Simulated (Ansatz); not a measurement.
**Ag: clamped-ion strain scan**

Level of theory: Ansatz 0.2.0, DFT PBEsol, scalar-relativistic, plane waves, PAW. Cutoff 420 eV, Γ-centred 24×24×14 k-points, Gaussian smearing of 0.15 eV. No spin polarisation. Energies are free energies at this smearing, counted from the undisturbed cell; pressure is positive in compression.

Zero of the scan (relaxed at this level; with this scan's settings it stands at -0.1 GPa; this form isn't the usual structure):

```yaml
crystal:
  lattice:
    - [2.86706, 0.00000, 0.00000]
    - [-1.43353, 2.48295, 0.00000]
    - [0.00000, 0.00000, 4.69071]
  atoms:
    - { symbol: Ag, position: [0.33333, 0.66667, 0.25000] }
    - { symbol: Ag, position: [0.66667, 0.33333, 0.75000] }
```

The cell is strained by ε times the Voigt pattern (0, 0, 1, 0, 0, 0) (xx, yy, zz, yz, xz, xy; engineering shear) with fractional coordinates fixed. The cell is metallic on the mesh throughout.

| ε | ΔE (meV/atom) | stress summed along the pattern (GPa, tension positive) |
| --- | --- | --- |
| -0.0600 | 45.5 | -15.58 |
| -0.0450 | 24.8 | -11.05 |
| -0.0300 | 10.7 | -6.97 |
| -0.0150 | 2.7 | -3.36 |
| 0.0000 | 0.0 | -0.22 |
| 0.0150 | 1.8 | 2.50 |
| 0.0300 | 7.6 | 4.86 |
| 0.0450 | 16.9 | 6.90 |
| 0.0525 | 22.6 | 7.81 |
| 0.0600 | 29.0 | 8.65 |